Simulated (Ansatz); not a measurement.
The calculation used DFT PBE, scalar-relativistic, plane waves, PAW in Ansatz 0.2.0. All cells share a 420 eV cutoff and Γ-centred k meshes spaced at most about 0.3 Å⁻¹ (about 0.25 or finer for metals, 2π included). Collinear spin in cells that started with moments and kept them past the coarse steps, no spin elsewhere.

Each of these unrelaxed guesses is relaxed in cell and atoms within its symmetry. A guess keeps its type if space group and coordination stay and the shape of the cell changes little (axis ratios within about 15 %, angles within 6°); the volume may change.

1. La5HgBr3

```cif
data_structure
_symmetry_space_group_name_H-M 'P-62m'
_symmetry_Int_Tables_number 189
_cell_length_a 7.9428
_cell_length_b 7.9428
_cell_length_c 4.8422
_cell_angle_alpha 90.000
_cell_angle_beta 90.000
_cell_angle_gamma 120.000
_cell_volume 264.56
loop_
_atom_site_label
_atom_site_type_symbol
_atom_site_symmetry_multiplicity
_atom_site_Wyckoff_symbol
_atom_site_fract_x
_atom_site_fract_y
_atom_site_fract_z
_atom_site_occupancy
La1 La 3 g 0.23298 0.00000 0.50000 1
La2 La 2 d 0.33333 0.66667 0.50000 1
Hg1 Hg 1 a 0.00000 0.00000 0.00000 1
Br1 Br 3 f 0.59648 0.00000 0.00000 1
```

2. ScZnC4N4 (collinear spin from parallel moments)

```cif
data_structure
_symmetry_space_group_name_H-M 'P-43m'
_symmetry_Int_Tables_number 215
_cell_length_a 6.0125
_cell_length_b 6.0125
_cell_length_c 6.0125
_cell_angle_alpha 90.000
_cell_angle_beta 90.000
_cell_angle_gamma 90.000
_cell_volume 217.36
loop_
_atom_site_label
_atom_site_type_symbol
_atom_site_symmetry_multiplicity
_atom_site_Wyckoff_symbol
_atom_site_fract_x
_atom_site_fract_y
_atom_site_fract_z
_atom_site_occupancy
Sc1 Sc 1 b 0.50000 0.50000 0.50000 1
Zn1 Zn 1 a 0.00000 0.00000 0.00000 1
C1 C 4 e 0.18408 0.18408 0.18408 1
N1 N 4 e 0.29643 0.29643 0.29643 1
```

3. AlAgC4N4

```cif
data_structure
_symmetry_space_group_name_H-M 'P-43m'
_symmetry_Int_Tables_number 215
_cell_length_a 5.9519
_cell_length_b 5.9519
_cell_length_c 5.9519
_cell_angle_alpha 90.000
_cell_angle_beta 90.000
_cell_angle_gamma 90.000
_cell_volume 210.85
loop_
_atom_site_label
_atom_site_type_symbol
_atom_site_symmetry_multiplicity
_atom_site_Wyckoff_symbol
_atom_site_fract_x
_atom_site_fract_y
_atom_site_fract_z
_atom_site_occupancy
Al1 Al 1 b 0.50000 0.50000 0.50000 1
Ag1 Ag 1 a 0.00000 0.00000 0.00000 1
C1 C 4 e 0.19614 0.19614 0.19614 1
N1 N 4 e 0.30963 0.30963 0.30963 1
```

Question: Which keep their type?

Answer: Guesses 2 and 3 keep their type.

| guess | kept | start group | end group | V start (Å³/atom) | V end | b/a and c/a, end over start | nearest neighbours start | nearest neighbours end |
| --- | --- | --- | --- | --- | --- | --- | --- | --- |
| 1 | no | P-62m | P-62m | 29.4 | 33.5 | 1.00, 0.62 | Br 5, Hg 9, La 6/9 | Br 6, Hg 6, La 4/11 |
| 2 | yes | P-43m | P-43m | 21.7 | 23.2 | 1.00, 1.00 | C 1, N 1, Sc 4, Zn 4 | C 1, N 1, Sc 4, Zn 4 |
| 3 | yes | P-43m | P-43m | 21.1 | 21.4 | 1.00, 1.00 | Ag 4, Al 4, C 1, N 1 | Ag 4, Al 4, C 1, N 1 |

Neighbours count within 15 % of an atom's shortest distance; end groups are read at 0.02 Å (0.05 Å in metals).

Spin–orbit coupling, which can matter for Hg, is left out. A magnetic state wasn't ruled out in cells without spin, among them La5HgBr3 P-62m. The magnetic state reached may not be the lowest. Cells relaxed within their symmetry can be saddle points.

In counts of neighbours, a slash parts the counts of unlike sites.
